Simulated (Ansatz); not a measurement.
CoLi3Nb3O12Ti:
```
CELL_PARAMETERS angstrom
      5.14102     0.00000     0.00000
      2.53566     2.12258    -8.51795
      2.55236     4.91215     0.00000
ATOMIC_POSITIONS crystal
  Co 0.82170 0.39870 0.96589
  Li 0.32916 0.88540 0.45262
  Li 0.57714 0.14499 0.70147
  Li 0.07161 0.63610 0.21004
  Nb 0.25225 0.24805 0.25072
  Nb 0.74247 0.74653 0.74959
  Nb 0.99937 0.99397 0.99920
  O  0.48115 0.30466 0.38195
  O  0.97468 0.80630 0.88158
  O  0.95884 0.43019 0.25250
  O  0.46058 0.93067 0.75922
  O  0.58348 0.05488 0.13072
  O  0.08832 0.55007 0.64526
  O  0.02939 0.11215 0.57552
  O  0.52539 0.60984 0.08419
  O  0.54129 0.36554 0.83015
  O  0.03139 0.86140 0.32762
  O  0.09654 0.18390 0.00051
  O  0.60307 0.67881 0.51125
  Ti 0.50017 0.50183 0.51001
```
Starting moments (μB, in the order of the atoms Co Li Li Li Nb Nb Nb O O O O O O O O O O O O Ti): 2.5 0.0 0.0 0.0 0.0 0.0 0.0 0.0 0.0 0.0 0.0 0.0 0.0 0.0 0.0 0.0 0.0 0.0 0.0 0.0.

Relaxed with PBE. Independent-particle spectrum: no excitons, no local fields, no scissors shift; 0.1 eV broadening; ε₁ of the summed bands alone.

### Question
Tabulate the dielectric function from PBE (plane waves, PAW; program Ansatz).

### Answer


| E (eV) | ε₁ xx | ε₂ xx | ε₁ yy | ε₂ yy | ε₁ zz | ε₂ zz |
|---|---|---|---|---|---|---|
| 0.0 | 6.60 | 0.00 | 5.83 | 0.00 | 6.48 | 0.00 |
| 0.5 | 6.87 | 0.14 | 6.09 | 0.06 | 6.60 | 0.01 |
| 1.0 | 6.69 | 0.00 | 5.78 | 0.00 | 6.75 | 0.00 |
| 1.5 | 7.50 | 0.69 | 6.39 | 0.50 | 7.64 | 0.32 |
| 2.0 | 7.43 | 0.65 | 6.63 | 0.31 | 7.76 | 0.75 |
| 2.5 | 7.68 | 2.02 | 6.74 | 1.53 | 7.33 | 1.98 |
| 3.0 | 7.66 | 2.14 | 6.75 | 1.30 | 7.63 | 1.94 |
| 3.5 | 9.34 | 1.60 | 8.27 | 1.03 | 8.96 | 1.71 |
| 4.0 | 10.96 | 7.56 | 10.45 | 5.40 | 11.13 | 6.68 |
| 4.5 | 6.80 | 9.08 | 5.91 | 7.49 | 6.67 | 8.91 |
| 5.0 | 2.98 | 9.76 | 4.08 | 7.89 | 3.60 | 9.75 |
| 5.5 | 0.01 | 7.14 | 1.52 | 6.30 | -0.26 | 7.38 |
| 6.0 | -0.42 | 4.76 | 0.59 | 4.44 | -0.18 | 4.57 |
| 6.5 | 0.98 | 3.17 | 1.91 | 3.33 | 1.34 | 3.22 |
| 7.0 | 1.63 | 3.42 | 1.80 | 3.81 | 1.75 | 3.81 |
| 7.5 | 1.71 | 3.38 | 2.00 | 3.27 | 1.76 | 3.54 |
| 8.0 | 2.14 | 3.84 | 2.68 | 3.88 | 2.04 | 4.16 |
| 8.5 | 1.79 | 4.85 | 1.87 | 4.69 | 1.62 | 4.91 |
| 9.0 | 0.12 | 4.61 | -0.19 | 4.62 | -0.27 | 4.51 |
| 9.5 | -0.30 | 3.33 | -0.12 | 3.02 | -0.33 | 3.19 |
| 10.0 | -0.08 | 3.11 | -0.18 | 2.69 | -0.04 | 2.84 |
| 10.5 | -0.14 | 2.60 | 0.06 | 2.31 | -0.05 | 2.62 |
| 11.0 | 0.02 | 2.29 | 0.35 | 2.04 | 0.00 | 2.25 |
| 11.5 | 0.21 | 2.25 | 0.43 | 2.09 | 0.27 | 2.18 |
| 12.0 | 0.05 | 2.13 | 0.38 | 2.00 | 0.11 | 2.16 |

### Question
From ε at 2.5 eV (xx: 7.68 + 2.02i), find n, k, the normal reflectivity and the absorption coefficient.

### Answer
n = 2.79, k = 0.361, R = 23 %, α = 2kE/ħc = 91000 cm⁻¹.

With all bands, ε∞ without local fields is 6.80 (xx), 6.04 (yy), 6.68 (zz).

Space group P1. The start of the workflow was typed in or built on a structure type; neither database checked (COD, Materials Project) lists it. Its standing as an ambient phase is unchecked. Symmetry was held in the PBE relaxation; its stability against distortions is not shown here. Magnetic state: ferromagnetic, the only order run, not a proven ground state. No Hubbard U is applied. Scalar-relativistic: spin–orbit coupling is off unless named, which matters more the heavier the elements.

Potentials: the later of the program's two PAW sets.
